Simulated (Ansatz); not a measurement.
V$_{2}$SiB$_{2}$:
```
V2SiB2
1.0
    1.48751    -5.20323     0.00000
    1.48751     5.20323     0.00000
    0.00000     0.00000     3.09865
Si V B
1 2 2
Direct
  0.00000   0.00000   0.00000
  0.36243   0.63757   0.50000
  0.63757   0.36243   0.50000
  0.20496   0.79504   0.00000
  0.79504   0.20496   0.00000
```
The run is spin-polarised; directions of the spins, atom by atom: 0 ↑ ↑ 0 0.

Relaxed with r²SCAN.

### Question
Which orbitals make up the states near the Fermi level in the program Ansatz at the r²SCAN level (PAW)?

### Answer
Within 0.5 eV of the Fermi level: V 3d 83 %, B 2p 5 %. Projections are on Löwdin-orthogonalised atomic valence shells; empty p or d shells of many metals are not among them.

### Question
Tabulate the density of states.

### Answer
States/eV per cell of 5 atoms, in 0.25 eV bins, energy from the Fermi level.

| E (eV) | total | V 3d | B 2p | Si 3p |
|---|---|---|---|---|
| -7.85 | 0.87 | 0.14 | 0.35 | 0.15 |
| -7.60 | 0.97 | 0.16 | 0.41 | 0.17 |
| -7.35 | 1.00 | 0.16 | 0.44 | 0.16 |
| -7.10 | 1.10 | 0.16 | 0.52 | 0.18 |
| -6.85 | 0.95 | 0.16 | 0.44 | 0.17 |
| -6.60 | 1.16 | 0.19 | 0.49 | 0.27 |
| -6.35 | 1.24 | 0.22 | 0.53 | 0.29 |
| -6.10 | 1.35 | 0.25 | 0.60 | 0.31 |
| -5.85 | 1.65 | 0.32 | 0.77 | 0.37 |
| -5.60 | 1.90 | 0.38 | 0.88 | 0.44 |
| -5.35 | 1.95 | 0.45 | 0.81 | 0.51 |
| -5.10 | 2.01 | 0.49 | 0.76 | 0.59 |
| -4.85 | 2.18 | 0.55 | 0.79 | 0.68 |
| -4.60 | 2.25 | 0.63 | 0.82 | 0.65 |
| -4.35 | 2.29 | 0.71 | 0.87 | 0.56 |
| -4.10 | 2.25 | 0.76 | 0.86 | 0.48 |
| -3.85 | 2.43 | 0.90 | 0.93 | 0.44 |
| -3.60 | 3.18 | 1.35 | 1.21 | 0.44 |
| -3.35 | 3.44 | 1.66 | 1.18 | 0.41 |
| -3.10 | 3.01 | 1.65 | 0.85 | 0.35 |
| -2.85 | 2.23 | 1.32 | 0.51 | 0.27 |
| -2.60 | 1.69 | 1.06 | 0.34 | 0.20 |
| -2.35 | 1.41 | 0.95 | 0.24 | 0.14 |
| -2.10 | 1.46 | 1.08 | 0.20 | 0.11 |
| -1.85 | 1.44 | 1.10 | 0.17 | 0.10 |
| -1.60 | 1.36 | 1.05 | 0.14 | 0.09 |
| -1.35 | 1.25 | 0.97 | 0.12 | 0.10 |
| -1.10 | 1.51 | 1.20 | 0.11 | 0.12 |
| -0.85 | 2.48 | 2.03 | 0.16 | 0.15 |
| -0.60 | 3.22 | 2.59 | 0.20 | 0.18 |
| -0.35 | 3.76 | 3.12 | 0.21 | 0.20 |
| -0.10 | 3.08 | 2.50 | 0.18 | 0.15 |
| 0.15 | 2.56 | 2.15 | 0.14 | 0.13 |
| 0.40 | 2.26 | 1.96 | 0.10 | 0.09 |
| 0.65 | 2.41 | 2.09 | 0.11 | 0.08 |
| 0.90 | 1.72 | 1.45 | 0.12 | 0.06 |
| 1.15 | 1.66 | 1.34 | 0.13 | 0.07 |
| 1.40 | 2.89 | 2.31 | 0.19 | 0.12 |
| 1.65 | 3.44 | 2.82 | 0.22 | 0.15 |
| 1.90 | 4.39 | 3.66 | 0.28 | 0.18 |
| 2.15 | 4.49 | 3.66 | 0.34 | 0.21 |
| 2.40 | 4.17 | 3.43 | 0.30 | 0.19 |
| 2.65 | 4.25 | 3.34 | 0.39 | 0.21 |
| 2.90 | 2.62 | 1.84 | 0.36 | 0.16 |
| 3.15 | 2.71 | 1.78 | 0.45 | 0.17 |
| 3.40 | 2.39 | 1.38 | 0.50 | 0.17 |
| 3.65 | 1.87 | 0.98 | 0.37 | 0.15 |
| 3.90 | 2.29 | 1.15 | 0.44 | 0.15 |
| 4.15 | 1.92 | 0.89 | 0.32 | 0.14 |
| 4.40 | 1.92 | 0.85 | 0.30 | 0.17 |
| 4.65 | 2.32 | 0.99 | 0.36 | 0.28 |

Space group Cmmm. The start of the workflow was typed in or built on a structure type; neither database checked (COD, Materials Project) lists it. Whether it is the stable phase at ambient conditions was not checked. The cell was relaxed with r²SCAN under the symmetry of its start; whether a distortion lowers the energy is not shown. Spin order of the final state: ferromagnetic, the only order run, not a proven ground state. Other orbital occupations within this spin state were not tried.

Potentials: the earlier of the program's two PAW sets. The files were generated under PBE; for other functionals the program regenerates the frozen cores, and for LDA and PBEsol the local potential too.
